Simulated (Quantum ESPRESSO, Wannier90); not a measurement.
# Wannier functions of ZnHgTe2 (R3m)

Cell from Materials Project (mp-1215476), symmetrised, no further relaxation. Not found in the COD (Crystallography Open Database) copy used; not checked further. Method: PBEsol plane waves in Quantum ESPRESSO 7.5 (PseudoDojo norm-conserving files, 68 Ry, no spin polarisation, no spin-orbit coupling), Bloch states on a 6×6×6 mesh through Γ, Wannier90 4.0.1. Density: 8×8×8 mesh, cold smearing 0.01 Ry. Spin-orbit coupling is left out although heavy elements are present.

On the energy scale of pw.x, whose zero is arbitrary, the Fermi level lies at 7.50 eV.

Input w.win:

```
num_bands = 26
num_wann = 16
exclude_bands = 1-18,21-30,55-58
num_iter = 1000
conv_tol = 1.0e-6
conv_window = 4
dis_num_iter = 1000
dis_conv_tol = 1.0e-6
dis_froz_max = 9.00
write_hr = true
write_u_matrices = true
begin projections
f=-0.49540,-0.50042,0.49217: s;p
f=-0.00843,-0.00406,0.00833: s;p
f=-0.13829,-0.13358,0.39464: s;p
f=0.38083,0.36888,-0.13973: s;p
end projections
begin unit_cell_cart
ang
   -2.2750400283    3.9404849183    0.0000000000
   -4.5500800566    0.0000000000    0.0000000000
   -2.2750400283    1.3134949728    7.4136400000
end unit_cell_cart
begin atoms_frac
Zn  -0.4995700000 -0.4995700000  0.4987100000
Hg  -0.0009470000 -0.0009470000  0.0028410000
Te  -0.1299970000 -0.1299970000  0.3899910000
Te   0.3805000000  0.3805000000 -0.1415000000
end atoms_frac
mp_grid = 6 6 6
begin kpoints
0.0000000000 0.0000000000 0.0000000000
0.0000000000 0.0000000000 0.1666666667
0.0000000000 0.0000000000 0.3333333333
... (213 more lines: the 6x6x6 mesh through Gamma)
end kpoints
```

Input of pw2wannier90.x that gives the overlap and projection files (equivalent; here they were cut from one run over all bands):

```
&inputpp
  outdir = './out'
  prefix = 'pwscf'
  seedname = 'w'
  write_amn = .true.
  write_mmn = .true.
/
```

Output w.wout (banner and timings cut):

```
                                    ------
                                    SYSTEM
                                    ------

                              Lattice Vectors (Ang)
                    a_1    -2.275040   3.940485   0.000000
                    a_2    -4.550080   0.000000   0.000000
                    a_3    -2.275040   1.313495   7.413640

                   Unit Cell Volume:     132.92302  (Ang^3)

                        Reciprocal-Space Vectors (Ang^-1)
                    b_1     0.000000   1.594521  -0.282506
                    b_2    -1.380896  -0.797260  -0.282506
                    b_3     0.000000   0.000000   0.847517

 *----------------------------------------------------------------------------*
 |   Site       Fractional Coordinate          Cartesian Coordinate (Ang)     |
 +----------------------------------------------------------------------------+
 | zn   1  -0.49957  -0.49957   0.49871   |    2.27504  -1.31349   3.69726    |
 | hg   1  -0.00095  -0.00095   0.00284   |    0.00000   0.00000   0.02106    |
 | te   1  -0.13000  -0.13000   0.38999   |    0.00000   0.00000   2.89125    |
 | te   2   0.38050   0.38050  -0.14150   |   -2.27504   1.31349  -1.04903    |
 *----------------------------------------------------------------------------*
                                ------------
                                K-POINT GRID
                                ------------

             Grid size =  6 x  6 x  6      Total points =  216

 *---------------------------------- MAIN ------------------------------------*
 |  Number of Wannier Functions               :                16             |
 |  Number of Objective Wannier Functions     :                16             |
 |  Number of input Bloch states              :                26             |
 |  Output verbosity (1=low, 5=high)          :                 1             |
 |  Timing Level (1=low, 5=high)              :                 1             |
 |  Optimisation (0=memory, 3=speed)          :                 3             |
 |  Length Unit                               :               Ang             |
 |  Post-processing setup (write *.nnkp)      :                 F             |
 |  Using Gamma-only branch of algorithms     :                 F             |
 *----------------------------------------------------------------------------*
 *------------------------------- WANNIERISE ---------------------------------*
 |  Total number of iterations                :              1000             |
 |  Number of CG steps before reset           :                 5             |
 |  Trial step length for line search         :             2.000             |
 |  Convergence tolerence                     :         0.100E-05             |
 |  Convergence window                        :                 4             |
 |  Iterations between writing output         :                 1             |
 |  Iterations between backing up to disk     :               100             |
 |  Write r^2_nm to file                      :                 F             |
 |  Write xyz WF centres to file              :                 F             |
 |  Write on-site energies <0n|H|0n> to file  :                 F             |
 |  Use guiding centre to control phases      :                 F             |
 |  Use phases for initial projections        :                 F             |
 *----------------------------------------------------------------------------*
 *------------------------------- DISENTANGLE --------------------------------*
 |  Using band disentanglement                :                 T             |
 |  Total number of iterations                :              1000             |
 |  Mixing ratio                              :             0.500             |
 |  Convergence tolerence                     :         1.000E-06             |
 |  Convergence window                        :                 3             |
 *----------------------------------------------------------------------------*
 *-------------------------------- PLOTTING ----------------------------------*
 |  Plotting Hamiltonian in WF basis          :                 T             |
 *----------------------------------------------------------------------------*

       ... (k-mesh section left out)

 Starting a new Wannier90 calculation ...

 Reading overlaps from w.mmn

 Reading projections from w.amn

 *------------------------------- DISENTANGLE --------------------------------*
 +----------------------------------------------------------------------------+
 |                              Energy  Windows                               |
 |                              ---------------                               |
 |                   Outer:   -4.07461  to   21.37800  (eV)                   |
 |                   Inner:   -4.07461  to    9.00000  (eV)                   |
 +----------------------------------------------------------------------------+
   Number of target bands to extract:   16

                   Unitarised projection of Wannier functions
                   ------------------------------------------
   A_mn = <psi_m|g_n> --> S = A.A^+ --> U = S^-1/2.A
   In dis_project... done
   Using an inner window (linner = T)
   In dis_proj_froz... done

                   Extraction of optimally-connected subspace
                   ------------------------------------------
 +---------------------------------------------------------------------+<-- DIS
 |  Iter     Omega_I(i-1)      Omega_I(i)      Delta (frac.)           |<-- DIS
 +---------------------------------------------------------------------+<-- DIS
       1      43.96491536      40.47857956       8.613E-02    <-- DIS
       2      41.78627110      39.46459145       5.883E-02    <-- DIS
       3      40.46453040      38.79250974       4.310E-02    <-- DIS
       4      39.49522458      38.27346648       3.192E-02    <-- DIS
       5      38.77195947      37.85775372       2.415E-02    <-- DIS
       6      38.21878902      37.51772337       1.869E-02    <-- DIS
       ... (lines left out)
     101      35.31425713      35.31405923       5.604E-06    <-- DIS
       ... (lines left out)
     131      35.31107364      35.31103878       9.872E-07    <-- DIS
     132      35.31102628      35.31099362       9.251E-07    <-- DIS
     133      35.31098104      35.31095045       8.663E-07    <-- DIS

             <<<      Delta < 1.000E-06  over  3 iterations     >>>
             <<< Disentanglement convergence criteria satisfied >>>

        Final Omega_I    35.31095045 (Ang^2)

 +----------------------------------------------------------------------------+

 Writing checkpoint file w.chk... done

 *------------------------------- WANNIERISE ---------------------------------*
 +--------------------------------------------------------------------+<-- CONV
 | Iter  Delta Spread     RMS Gradient      Spread (Ang^2)            |<-- CONV
 +--------------------------------------------------------------------+<-- CONV

 ------------------------------------------------------------------------------
 Initial State
  WF centre and spread    1  (  2.276678, -1.308404,  3.700265 )     3.03328805
  WF centre and spread    2  (  2.274362, -1.313626,  3.514576 )     3.60776111
  WF centre and spread    3  (  2.271602, -1.460820,  3.748998 )     3.50889873
  WF centre and spread    4  (  2.274857, -1.165309,  3.749893 )     3.48460740
  WF centre and spread    5  ( -0.002374, -0.001162,  0.009219 )     3.40141302
  WF centre and spread    6  ( -0.000302, -0.000700, -0.184652 )     4.09777153
  WF centre and spread    7  ( -0.000828, -0.136297,  0.091381 )     3.97984774
  WF centre and spread    8  ( -0.000711,  0.137526,  0.088133 )     4.00116851
  WF centre and spread    9  (  0.019303, -0.022549,  2.898086 )     1.68835081
  WF centre and spread   10  (  0.000411, -0.000453,  2.966113 )     2.69103686
  WF centre and spread   11  ( -0.018118,  0.108259,  2.816398 )     2.47097037
  WF centre and spread   12  (  0.001089, -0.091041,  2.815840 )     2.47619762
  WF centre and spread   13  ( -2.240442,  1.318164, -1.023602 )     1.65786955
  WF centre and spread   14  ( -2.273360,  1.313944, -0.870217 )     2.74107484
  WF centre and spread   15  ( -2.307469,  1.402118, -1.091324 )     2.78561634
  WF centre and spread   16  ( -2.272717,  1.223110, -1.090946 )     2.78220656
  Sum of centres and spreads (  0.001982,  0.002761, 22.138160 )    48.40807904

      0     0.484E+02     0.0000000000       48.4080789837  <-- CONV
        O_D=      0.0839841 O_OD=     13.0131444 O_TOT=     48.4080790 <-- SPRD
 ------------------------------------------------------------------------------
      1    -0.245E+00     0.4986632192       48.1631774726  <-- CONV
        O_D=      0.0826856 O_OD=     12.7695415 O_TOT=     48.1631775 <-- SPRD
      2    -0.300E+00     0.6331198827       47.8635221307  <-- CONV
        O_D=      0.0882559 O_OD=     12.4643158 O_TOT=     47.8635221 <-- SPRD
      3    -0.226E+00     0.5851749480       47.6372275613  <-- CONV
        O_D=      0.0861720 O_OD=     12.2401051 O_TOT=     47.6372276 <-- SPRD
      4    -0.144E+00     0.5093192327       47.4936937457  <-- CONV
        O_D=      0.0815564 O_OD=     12.1011869 O_TOT=     47.4936937 <-- SPRD
      5    -0.734E-01     0.3596857847       47.4203193574  <-- CONV
        O_D=      0.0797812 O_OD=     12.0295877 O_TOT=     47.4203194 <-- SPRD
       ... (lines left out)
    100    -0.200E-01     0.1615206529       40.4594666472  <-- CONV
        O_D=      0.0690959 O_OD=      5.0794203 O_TOT=     40.4594666 <-- SPRD
       ... (lines left out)
    200    -0.153E-03     0.0144996244       39.6316408601  <-- CONV
        O_D=      0.0639585 O_OD=      4.2567319 O_TOT=     39.6316409 <-- SPRD
       ... (lines left out)
    300    -0.120E-05     0.0017680855       39.6284907898  <-- CONV
        O_D=      0.0639462 O_OD=      4.2535942 O_TOT=     39.6284908 <-- SPRD
       ... (lines left out)
    316    -0.785E-06     0.0010178198       39.6284723460  <-- CONV
        O_D=      0.0639416 O_OD=      4.2535802 O_TOT=     39.6284723 <-- SPRD
    317    -0.951E-06     0.0011232038       39.6284713948  <-- CONV
        O_D=      0.0639414 O_OD=      4.2535795 O_TOT=     39.6284714 <-- SPRD
    318    -0.912E-06     0.0016015404       39.6284704833  <-- CONV
        O_D=      0.0639416 O_OD=      4.2535784 O_TOT=     39.6284705 <-- SPRD
             <<<     Delta < 1.000E-06  over  4 iterations     >>>
             <<< Wannierisation convergence criteria satisfied >>>
 Final State
  WF centre and spread    1  (  2.951410, -1.703799,  3.954461 )     2.75349684
  WF centre and spread    2  (  2.274291, -1.314069,  2.860110 )     2.62991763
  WF centre and spread    3  (  1.598809, -1.703618,  3.955443 )     2.75380201
  WF centre and spread    4  (  2.275082, -0.532347,  3.953818 )     2.75348185
  WF centre and spread    5  (  0.711020, -0.410861,  0.281263 )     3.05562155
  WF centre and spread    6  (  0.000360,  0.000551, -0.842066 )     3.22176632
  WF centre and spread    7  ( -0.711818, -0.410167,  0.279876 )     3.05626134
  WF centre and spread    8  ( -0.000339,  0.821276,  0.280925 )     3.05626006
  WF centre and spread    9  (  0.527258,  0.304802,  2.682012 )     1.85451060
  WF centre and spread   10  (  0.000821,  0.000276,  3.450494 )     2.22192789
  WF centre and spread   11  ( -0.528126,  0.304093,  2.683338 )     1.85432839
  WF centre and spread   12  (  0.000195, -0.609539,  2.683218 )     1.85433909
  WF centre and spread   13  ( -1.794906,  1.591814, -1.227171 )     2.20051707
  WF centre and spread   14  ( -2.274126,  1.314076, -0.398743 )     1.96125896
  WF centre and spread   15  ( -2.756366,  1.589973, -1.225965 )     2.20051848
  WF centre and spread   16  ( -2.274038,  0.758201, -1.225909 )     2.20046248
  Sum of centres and spreads ( -0.000471,  0.000663, 22.145103 )    39.62847054

         Spreads (Ang^2)       Omega I      =    35.310950450
        ================       Omega D      =     0.063941600
                               Omega OD     =     4.253578433
    Final Spread (Ang^2)       Omega Total  =    39.628470483
```
